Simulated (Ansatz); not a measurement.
# Computed properties of Sb

Sb:
```yaml
crystal:
  lattice:
    - [-3.30801, 3.30801, 3.30801]
    - [3.30801, -3.30801, 3.30801]
    - [3.30801, 3.30801, -3.30801]
  atoms:
    - { symbol: Sb, position: [0.69099, 0.00000, 0.00000] }
    - { symbol: Sb, position: [0.00000, 0.69099, 0.00000] }
    - { symbol: Sb, position: [0.00000, 0.00000, 0.69099] }
    - { symbol: Sb, position: [0.30901, 0.30901, 0.30901] }
```

Space group I-43m (No. 217); conventional cell a = b = c = 6.6160 Å, α = β = γ = 90.00°.

Method: the program Ansatz at the PBE+D3(BJ) level (PAW). The cell and atoms are relaxed at this level. Other levels are named where they apply.

Cell and energy:

* **Volume per atom**: 36.20 Å³
* **Density**: 5.59 g/cm³

Electronic structure:

- Band gap = 0.15 eV (direct)
- Valence-band maximum = at Γ
- Conduction-band minimum = at Γ
- Electron effective mass, band 1 of 3 at the edge = 0.38 along [100], 0.38 along [110], 1.2 along [111] (mₑ)
- Electron effective mass, band 2 of 3 at the edge = 0.38 along [100], 0.067 along [110], 0.033 along [111] (mₑ)
- Electron effective mass, band 3 of 3 at the edge = 0.018 along [100], 0.022 along [110], 0.033 along [111] (mₑ)
- Hole effective mass, band 1 of 2 at the edge = 4.0 along [100], 0.070 along [110], 0.035 along [111] (mₑ)
- Hole effective mass, band 2 of 2 at the edge = 0.018 along [100], 0.024 along [110], 0.035 along [111] (mₑ)
- Gap with spin–orbit coupling = none (metallic)

Mechanics:

* **Bulk modulus (Birch–Murnaghan fit)**: 12.2 GPa
* **Pressure derivative B′**: 7.4

The start of the workflow was typed in or built on a structure type; neither database checked (COD, Materials Project) lists it. It is not the phase usual at ambient conditions (space group No. 166). The PBE+D3(BJ) relaxation kept the symmetry of its start; whether a distortion lowers the energy is not shown. Scalar-relativistic: spin–orbit coupling is off unless named, which matters more the heavier the elements.

Potentials: the later of the program's two PAW sets.
